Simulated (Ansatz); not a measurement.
All numbers below come from DFT PBE, scalar-relativistic, plane waves, PAW in Ansatz 0.2.0. Settings of the last relaxation (6-atom cell): 420 eV, 12×12×14 k points, Gaussian smearing of 0.10 eV, no spin polarisation.

Energies over the elements count from the elements' standard structures at the same level (N₂ as a molecule), with no fitted energy shifts.

Question: Give a relaxed trial structure of a hexagonal metal made of Ga, N and Ta, with a formation energy near −0.62 eV/atom and about 12 Å³ per atom, in a cell of 6 atoms.

Answer: Ta2GaN3, space group P6/mmm (No. 191). Ta has 6 N at 2.13 Å, 2 Ta at 2.84 Å, 3 Ga at 3.18 Å and 3 Ta at 3.18 Å; around Ga lie 2 Ga at 2.84 Å, 12 N at 3.09 Å and 6 Ta at 3.18 Å; N has 4 Ta at 2.13 Å, 6 N at 2.75–2.84 Å and 4 Ga at 3.09 Å.

```cif
data_structure
_symmetry_space_group_name_H-M 'P6/mmm'
_symmetry_Int_Tables_number 191
_cell_length_a 5.4999
_cell_length_b 5.4999
_cell_length_c 2.8366
_cell_angle_alpha 90.000
_cell_angle_beta 90.000
_cell_angle_gamma 120.000
_cell_volume 74.31
loop_
_atom_site_label
_atom_site_type_symbol
_atom_site_symmetry_multiplicity
_atom_site_Wyckoff_symbol
_atom_site_fract_x
_atom_site_fract_y
_atom_site_fract_z
_atom_site_occupancy
Ta1 Ta 2 c 0.33333 0.66667 0.00000 1
Ga1 Ga 1 a 0.00000 0.00000 0.00000 1
N1 N 3 g 0.50000 0.00000 0.50000 1
```

- Volume per atom: 12.38 Å³
- Density: 10.58 g/cm³
- Formation energy: −0.62 eV/atom
- Gap on the 12×12×14 mesh of the 6-atom cell: 0 eV (a metal)

The cell was found from a structure generator's guess, not taken from experiment. The answer needn't be unique; the calculation gave this one.

These runs have no spin–orbit coupling, which can matter for Ta. Symmetry constrained the relaxation, so the result can be a saddle point.
